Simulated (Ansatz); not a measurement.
Data:

K2RbLaV2O8:
```cif
data_K2LaO8RbV2
_chemical_formula_sum 'K2 Rb1 La1 V2 O8'
_space_group_name_H-M_alt 'P 1'
_space_group_IT_number 1
_cell_length_a 6.09238
_cell_length_b 6.09238
_cell_length_c 7.77098
_cell_angle_alpha 90.000
_cell_angle_beta 90.000
_cell_angle_gamma 120.000
loop_
_space_group_symop_operation_xyz
  'x, y, z'
loop_
_atom_site_label
_atom_site_type_symbol
_atom_site_fract_x
_atom_site_fract_y
_atom_site_fract_z
_atom_site_occupancy
K1 K 0.33333 0.66667 0.69293 1
K2 K 0.66667 0.33333 0.30707 1
Rb1 Rb 0.00000 0.00000 0.00000 1
La1 La 0.00000 0.00000 0.50000 1
V1 V 0.33333 0.66667 0.23484 1
V2 V 0.66667 0.33333 0.76516 1
O1 O 0.33333 0.66667 0.02260 1
O2 O 0.66667 0.33333 0.97740 1
O3 O 0.17957 0.82043 0.31379 1
O4 O 0.82043 0.17957 0.68621 1
O5 O 0.17957 0.35915 0.31379 1
O6 O 0.82043 0.64085 0.68621 1
O7 O 0.64085 0.82043 0.31379 1
O8 O 0.35915 0.17957 0.68621 1
```

This is the r²SCAN-relaxed structure.

### Question
All from the program Ansatz at the r²SCAN level (PAW), unless another level is named. Give the gap with spin–orbit coupling.

### Answer
3.89 eV.

### Question
Next, the electron effective mass with spin–orbit coupling?

### Answer
1.2, 1.2, 2.6 mₑ (principal values).

### Question
Predict the hole effective mass.

### Answer
2.0, 2.4, 26 mₑ (principal values).

### Question
Give the smallest direct gap on the standard path.

### Answer
3.96 eV.

Space group P-3m1. The first step of the workflow began from a Materials Project structure, measured or hypothetical; the Crystallography Open Database copy checked does not list it. Whether it is the stable phase at ambient conditions was not checked. Symmetry was held in the r²SCAN relaxation; its stability against distortions is not shown here. The run is not spin-polarised. No Hubbard U is applied. Scalar-relativistic: spin–orbit coupling is off unless named, which matters more the heavier the elements.

Potentials: the later of the program's two PAW sets.
